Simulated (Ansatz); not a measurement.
Method: DFT PBE, scalar-relativistic, plane waves, PAW in Ansatz. All cells share a 420 eV cutoff and Γ-centred k meshes spaced at most about 0.3 Å⁻¹ (2π included). No spin polarisation in the final relaxations.

All energies are static (0 K, no zero-point motion). All come from trial cells, and lower structures may exist.

Question: Which of these relaxed structures of AlCuC4N4 is the lowest in energy?
1.

```
CELL_PARAMETERS angstrom
5.86449 0.00000 0.00000
0.00000 5.86449 0.00000
0.00000 0.00000 5.86449
ATOMIC_POSITIONS crystal
Al 0.00000 0.00000 0.00000
Cu 0.50000 0.50000 0.50000
C 0.19399 0.19399 0.19399
C 0.19399 0.80601 0.80601
C 0.80601 0.19399 0.80601
C 0.80601 0.80601 0.19399
N 0.30859 0.30859 0.30859
N 0.30859 0.69141 0.69141
N 0.69141 0.30859 0.69141
N 0.69141 0.69141 0.30859
```

2.

```
CELL_PARAMETERS angstrom
5.70424 0.00000 0.00000
0.00000 5.70424 0.00000
0.00000 0.00000 5.70424
ATOMIC_POSITIONS crystal
Al 0.50000 0.50000 0.50000
Cu 0.00000 0.00000 0.00000
C 0.19451 0.19451 0.19451
C 0.19451 0.80549 0.80549
C 0.80549 0.19451 0.80549
C 0.80549 0.80549 0.19451
N 0.31338 0.31338 0.31338
N 0.31338 0.68662 0.68662
N 0.68662 0.31338 0.68662
N 0.68662 0.68662 0.31338
```

Answer: 2. It has space group P-43m (No. 215); the next, 1, with space group P-43m (No. 215), lies 164 meV/atom higher. The shortest distance is 1.17 Å (C–N) in the lowest and 1.16 Å (C–N) in the next. Even the lowest lies +0.06 eV/atom against the elements.

Cells relaxed within their symmetry can be saddle points. Some structure types and database cells were kept out of the candidates from the start, so a known form may be missing.
